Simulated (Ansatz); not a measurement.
## Ionic part of the dielectric constant of AlN at 16 GPa, mode by mode

Theory: Ansatz, DFT LDA, scalar-relativistic, plane waves, PAW. Settings: 420 eV plane-wave cutoff, Γ-centred 10×10×10 mesh, fixed occupations. No spin polarisation. Phonons by linear response, acoustic sum rule imposed.

The structure is cubic, space group F-43m (No. 216). Conventional cell: a = 4.246 Å, b = 4.246 Å, c = 4.246 Å, α = 90.00°, β = 90.00°, γ = 90.00°. Around Al (site symmetry -43m) lie 4 N at 1.84 Å. N (site symmetry -43m) has 4 Al at 1.84 Å as nearest neighbours.

Other phases may be more stable at this pressure.

The primitive cell has V = 19.14 Å³ and ε∞,xx = 4.440. Each polar mode adds Δε = (4.92064×10⁷/V)·S/ν² along x, with S its oscillator strength in e²/amu, ν in cm⁻¹ and V in Å³.

Problem. From these modes, find each Δε and ε0,xx.
| ν (cm⁻¹) | S_xx (e²/amu) |
| --- | --- |
| 729.7 | 0.698 |

Solution.
```tsv
ν (cm⁻¹)	Δε
729.7	3.37
```

The sum is 3.370, so ε0,xx = 7.81; the run's tensor has 7.81.

Problem. Where do the longitudinal modes lie for a wave vector along x?

Solution. At 968 cm⁻¹. The Lyddane–Sachs–Teller product Π(ν_LO/ν_TO)² = 1.76 matches ε0/ε∞ = 1.76.

This zinc-blende form isn't the usual stable structure of the compound at low pressure.

Cost: 1 run of about 0.26 core-minutes, on Intel Xeon Platinum 8488C (Sapphire Rapids) (shared hosts).